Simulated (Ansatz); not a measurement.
Data:

SrO (rock salt, Fm-3m), a = 5.065 Å, b = 5.065 Å, c = 5.065 Å, α = 90.00°, β = 90.00°, γ = 90.00°; the cell used has 2 atoms.

This is the LDA-relaxed structure.

Problem. All from plane-wave PAW LDA (Ansatz code), unless another level is named. Give the electron effective mass.

Solution. 0.38, 0.38, 1.2 mₑ (principal values).

Problem. Next, the formation energy from the elements (no fitted shifts)?

Solution. -2.93 eV/atom.

Problem. Next, the smallest direct gap on the standard path?

Solution. 3.16 eV.

Problem. And the valence-band maximum?

Solution. at Γ.

The cell was relaxed with LDA under the symmetry of its start; phonons on a q-mesh show no instability. The references are the lowest solids computed at this level, not always the standard phases (solids in place of the gases). Spin–orbit coupling is left out wherever it is not named.

Potentials: the earlier of the program's two PAW sets.
